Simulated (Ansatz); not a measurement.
Total density of states per atom from plane-wave PAW LDA (Ansatz code), in 0.25 eV bins, energy from the valence-band maximum:

```
E (eV)  states/eV/atom
------  --------------
-7.85             0.34
-7.60             0.33
-7.35             0.24
-7.10             0.19
-6.85             0.19
-6.60             0.21
-6.35             0.27
-6.10             0.33
-5.85             0.27
-5.60             0.23
-5.35             0.22
-5.10             0.25
-4.85             0.34
-4.60             0.37
-4.35             0.43
-4.10             0.42
-3.85             0.42
-3.60             0.40
-3.35             0.57
-3.10             0.75
-2.85             0.63
-2.60             0.56
-2.35             0.72
-2.10             0.56
-1.85             0.79
-1.60             0.67
-1.35             0.44
-1.10             0.30
-0.85             0.21
-0.60             0.14
-0.35             0.08
-0.10             0.02
0.15              0.01
0.40              0.06
0.65              0.19
0.90              0.49
1.15              0.42
1.40              0.41
1.65              0.59
1.90              0.63
2.15              0.65
2.40              0.72
2.65              0.69
2.90              0.69
3.15              0.56
3.40              0.62
3.65              0.77
3.90              0.61
4.15              0.78
4.40              0.67
4.65              0.53
4.90              0.58
```

**Question.** Pick the material that matches.
A) HfO2, fluorite
B) MgZnO2, P3m1 (Mg on 1b, Zn on 1c, O on 1b, O on 1c)
C) I, molecular I2 type
D) Si, I4/mmm (Si on 8h)

**Answer.** D, Si, I4/mmm (Si on 8h). Top 1 eV of the valence band: Si 3p 96 %. Bottom 1 eV of the conduction band: Si 3p 57 %, Si 3s 30 %, outside the projected shells 13 %. Projections are on Löwdin-orthogonalised atomic valence shells; empty p or d shells of many metals are not among them.

The first step of the workflow began from a Materials Project structure, measured or hypothetical; the Crystallography Open Database copy checked does not list it. It is not the phase usual at ambient conditions (space group No. 227). The cell was relaxed with LDA under the symmetry of its start; phonons on a q-mesh show no instability.

Potentials: the later of the program's two PAW sets.
